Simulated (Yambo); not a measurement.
Convergence of the G0W0 gap of K2SnF6

G0W0@LDA for K₂SnF₆ (space group P-3m1, No. 164) in Yambo. Reference settings: 3×3×2 Γ-centred k mesh, 209 bands and a 7 Ry block in the screening, 209 bands in G with the Bruneval-Gonze terminator, plasmon pole fitted at 27.2 eV. The LDA gap Γ → Γ on this mesh is 5.19 eV; G0W0 gaps are taken between the same points.

```csv
change from the reference,G0W0 gap Γ → Γ (eV),shift of the valence edge (eV),rough Yambo cost
reference settings,9.29,-2.36,1
"166 bands in W, 166 bands in G",9.34,-2.34,within a factor of two
wavefunctions cut at 10 Ry,8.49,-1.35,about 1/5
exchange cut at 20 Ry,8.81,-1.54,–
"87 bands in W, 87 bands in G, 3 Ry block",10.14,-2.89,about 1/6
"123 bands in W, 123 bands in G, 2 Ry block",10.36,-3.38,about 1/3
"123 bands in W, 123 bands in G, 6 Ry block",9.46,-2.34,about 1/3
3 Ry block,9.74,-2.89,about 1/2
3×3×4 mesh,9.29,-2.40,about 2×
"62 bands in W, 62 bands in G, 3 Ry block, no terminator",10.69,-2.91,about 1/9
"62 bands in W, 62 bands in G, no terminator",10.17,-2.16,about 1/7
"87 bands in W, 87 bands in G, 3 Ry block, no terminator",10.19,-2.76,about 1/6
"87 bands in W, 87 bands in G, no terminator",9.71,-2.04,about 1/4
"166 bands in W, 166 bands in G, 3 Ry block, no terminator",9.79,-2.79,about 1/2
"3 Ry block, no terminator",9.73,-2.82,about 1/2
```

The reference isn't shown to be the converged limit. Costs are rough (shared machines), scaled to the same edge states, and given only for runs that recompute the screening.

Spin-orbit splittings are left out.

The standard potential for Sn keeps a d shell in the valence without the s and p states of that shell. In tests on such compounds this moved G0W0 gaps by up to about 0.9 eV, so absolute quasiparticle energies here are unreliable; differences between settings are what counts.

Geometry of the Materials Project entry, not relaxed at this level; primitive cell a = b = 5.856 Å, c = 4.582 Å, α = β = 90.00°, γ = 120.00°.

The structure is a Materials Project entry; no match was found in the copy of COD used, and its stability was not checked.

A shift is the quasiparticle energy of the state minus its LDA energy.
